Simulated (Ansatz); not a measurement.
# Equation of state of iron, diamond

Computed with DFT, LDA (PW92), plane waves (420 eV) with PAW, scalar-relativistic in Ansatz 0.2.0. The PAW files were generated under PBE, with cores re-solved for the functional.

The cell is scaled uniformly from the relaxed one, with fractional coordinates and shape fixed. Energies are extrapolated to zero smearing, pressures are those at the given smearing. Magnetic state: spin not included.

| V (Å³/atom) | E − E₀ (meV/atom) | P (GPa) |
| --- | --- | --- |
| 11.835 | 140.6 | 32.03 |
| 12.373 | 56.8 | 18.91 |
| 12.911 | 12.6 | 8.40 |
| 13.449 | 0.0 | -0.04 |
| 13.987 | 12.9 | -6.83 |
| 14.525 | 46.3 | -12.28 |
| 15.063 | 96.1 | -16.66 |

(1) Fit a third-order Birch-Murnaghan equation.

Answers

(1) V₀ = 13.43 Å³/atom, B₀ = 190 GPa, B₀′ = 4.4.
